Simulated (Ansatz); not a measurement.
A geometry of Al$_{2}$Cu away from equilibrium: step 3 of the relaxation of a randomly generated symmetric cell of Al2Cu (space group No. 46). All values below come from PBEsol (plane waves to 420 eV, PAW, scalar-relativistic; Ansatz, an electronic-structure program). Γ-centred k-mesh 8×8×8 on the run's cell (coarser than for final values), Fermi–Dirac smearing 0.05 eV.

```
CELL_PARAMETERS angstrom
     -3.11748     2.88138     3.11769
      3.11748    -2.88138     3.11769
      3.11748     2.88138    -3.11769
ATOMIC_POSITIONS crystal
  Al 0.25101 0.25101 0.00000
  Al 0.25101 0.75101 0.50000
  Al 0.21960 0.26497 0.45464
  Al 0.81033 0.76497 0.54536
  Cu 0.63764 0.63764 0.00000
  Cu 0.63764 0.13764 0.50000
```

Q: Which atoms carry the largest force, and which way does it point?

A: 2.14 eV/Å, on Al3, Al4 (atoms numbered as listed); on Al3 its components are (0.00, 0.67, -2.03).

Q: What is the pressure?

A: -0.6 GPa, compression positive.

No spin polarisation in the result.

The run could not lower the symmetry of its start; a shaken copy of this end point relaxes with PBEsol to C2/m (No. 12) at a tolerance of 0.01 Å, Immm (No. 71) at 0.1 Å, 0.10 eV/atom lower.

The end of the path is a generated cell of Al2Cu: the first start was made by a random draw of sites in a space group, and the end was not matched to a known phase here, so it may be hypothetical. Known forms of Al2Cu include space group No. 140.
